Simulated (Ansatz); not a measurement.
The end point of a relaxation of ZrN. Space group Fm-3m (No. 225), rock salt type. Level of theory: PBEsol (plane waves to 420 eV, PAW, scalar-relativistic; Ansatz, an electronic-structure program).

```cif
data_N4Zr4
_chemical_formula_sum 'N4 Zr4'
_space_group_name_H-M_alt 'Fm-3m'
_space_group_IT_number 225
_space_group_name_Hall '-F 4 2 3'
_cell_length_a 4.55216
_cell_length_b 4.55216
_cell_length_c 4.55216
_cell_angle_alpha 90.000
_cell_angle_beta 90.000
_cell_angle_gamma 90.000
loop_
_atom_site_label
_atom_site_type_symbol
_atom_site_symmetry_multiplicity
_atom_site_Wyckoff_symbol
_atom_site_fract_x
_atom_site_fract_y
_atom_site_fract_z
_atom_site_occupancy
N1 N 4 b 0.50000 0.50000 0.50000 1
Zr1 Zr 4 a 0.00000 0.00000 0.00000 1
```
(The calculation used a cell of 2 atoms; values per cell refer to that cell.)

```json
{
  "volume_per_atom": "11.79 Å³",
  "band_gap": "no gap (metallic)",
  "shortest_distances": "N–Zr 2.28 Å; N–N 3.22 Å; Zr–Zr 3.22 Å",
  "k-mesh": "18×18×18"
}
```

Band energies at high-symmetry points (eV from the Fermi level; labels of this space group; no spin-orbit coupling), from −5 eV up to 1.3 eV:

```
point                             energies
-----  -----------------------------------
Γ      -2.65 -2.65 -2.65 -0.41 -0.41 -0.41
X                  -4.52 -3.60 -3.14 -3.14
U                        -4.73 -4.49 -0.72
K                        -4.73 -4.49 -0.72
L                                        –
W                    -4.75 -4.75 1.06 1.06
```

No spin polarisation in the result. The relaxed primitive cell holds an odd number of electrons. A magnetic state may lie lower.

The run could not lose the symmetry of its start; a randomly shaken copy of 4 atoms returns to this structure.
